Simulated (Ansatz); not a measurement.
Polymorphs of AlAg, each relaxed with plane-wave PAW PBE (Ansatz code):

A: rock salt (Fm-3m)
a = 5.4073 Å, b = 5.4073 Å, c = 5.4073 Å, α = 90.00°, β = 90.00°, γ = 90.00°

```json
[
 {"atom": "Ag", "site": "4a", "symmetry": "m-3m", "x": "0.0000", "y": "0.0000", "z": "0.0000"},
 {"atom": "Al", "site": "4b", "symmetry": "m-3m", "x": "0.5000", "y": "0.5000", "z": "0.5000"}
]
```

B: Cmcm
a = 2.872 Å, b = 10.607 Å, c = 4.548 Å, α = 90.00°, β = 90.00°, γ = 90.00°

| atom | site | symmetry | x | y | z |
|---|---|---|---|---|---|
| Ag | 4c | m2m | 0.0000 | 0.3371 | 0.2500 |
| Al | 4c | m2m | 0.0000 | 0.0760 | 0.2500 |

### Question
Order them by energy per atom at 0 K (lowest first) at the level PBE.

### Answer
B (+0 meV/atom), A (+210 meV/atom)

Typed or built starts, not in the databases checked: A; B. All cells were relaxed under the symmetry of their starts (and spin orders); stability against distortions was not tested throughout. Rows with no word on spin ran without spin polarisation. Scalar-relativistic: spin–orbit coupling is off unless named, which matters more the heavier the elements.

Energies hold the estimated change up to a 700 eV cutoff; steps of a few meV lie near the error of the meshes.

Potentials: the later of the program's two PAW sets.
